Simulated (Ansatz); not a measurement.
Method: Ansatz, DFT PBE, scalar-relativistic, plane waves, PAW. All cells share a 420 eV cutoff and Γ-centred k meshes spaced at most about 0.3 Å⁻¹ (about 0.25 or finer for metals, 2π included). No spin polarisation in the final relaxations.

All energies are static (0 K, no zero-point motion). All come from trial cells, and lower structures may exist.

Question: Which of these relaxed structures of Sc₂Cu₃ is the lowest in energy?
A.

```cif
data_structure
_symmetry_space_group_name_H-M 'P-3m1'
_symmetry_Int_Tables_number 164
_cell_length_a 4.4622
_cell_length_b 4.4622
_cell_length_c 5.4474
_cell_angle_alpha 90.000
_cell_angle_beta 90.000
_cell_angle_gamma 120.000
_cell_volume 93.93
loop_
_atom_site_label
_atom_site_type_symbol
_atom_site_symmetry_multiplicity
_atom_site_Wyckoff_symbol
_atom_site_fract_x
_atom_site_fract_y
_atom_site_fract_z
_atom_site_occupancy
Sc1 Sc 2 d 0.33333 0.66667 0.19864 1
Cu1 Cu 1 a 0.00000 0.00000 0.00000 1
Cu2 Cu 2 d 0.33333 0.66667 0.69959 1
```

B.

```cif
data_structure
_symmetry_space_group_name_H-M 'P6/mmm'
_symmetry_Int_Tables_number 191
_cell_length_a 4.8226
_cell_length_b 4.8226
_cell_length_c 5.1245
_cell_angle_alpha 90.000
_cell_angle_beta 90.000
_cell_angle_gamma 120.000
_cell_volume 103.21
loop_
_atom_site_label
_atom_site_type_symbol
_atom_site_symmetry_multiplicity
_atom_site_Wyckoff_symbol
_atom_site_fract_x
_atom_site_fract_y
_atom_site_fract_z
_atom_site_occupancy
Sc1 Sc 2 d 0.33333 0.66667 0.50000 1
Cu1 Cu 2 c 0.33333 0.66667 0.00000 1
Cu2 Cu 1 b 0.00000 0.00000 0.50000 1
```

C.

```cif
data_structure
_symmetry_space_group_name_H-M 'Pm-3m'
_symmetry_Int_Tables_number 221
_cell_length_a 4.6637
_cell_length_b 4.6637
_cell_length_c 4.6637
_cell_angle_alpha 90.000
_cell_angle_beta 90.000
_cell_angle_gamma 90.000
_cell_volume 101.44
loop_
_atom_site_label
_atom_site_type_symbol
_atom_site_symmetry_multiplicity
_atom_site_Wyckoff_symbol
_atom_site_fract_x
_atom_site_fract_y
_atom_site_fract_z
_atom_site_occupancy
Sc1 Sc 1 b 0.50000 0.50000 0.50000 1
Sc2 Sc 1 a 0.00000 0.00000 0.00000 1
Cu1 Cu 3 d 0.50000 0.00000 0.00000 1
```

Answer: A. It has space group P-3m1 (No. 164); the next, C, with space group Pm-3m (No. 221), lies 0.58 eV/atom higher. Counting all near atoms (those within 1.25 times the shortest distance at each site; a plus sign parts nearer from farther groups; a slash parts the counts of unlike sites), the lowest has Sc 8, Cu 5+3/12 and the next has Sc 6/12+8, Cu 2. Even the lowest lies +0.08 eV/atom against the elements.

Cells relaxed within their symmetry can be saddle points. Some structure types and database cells were kept out of the candidates from the start, so a known form may be missing.
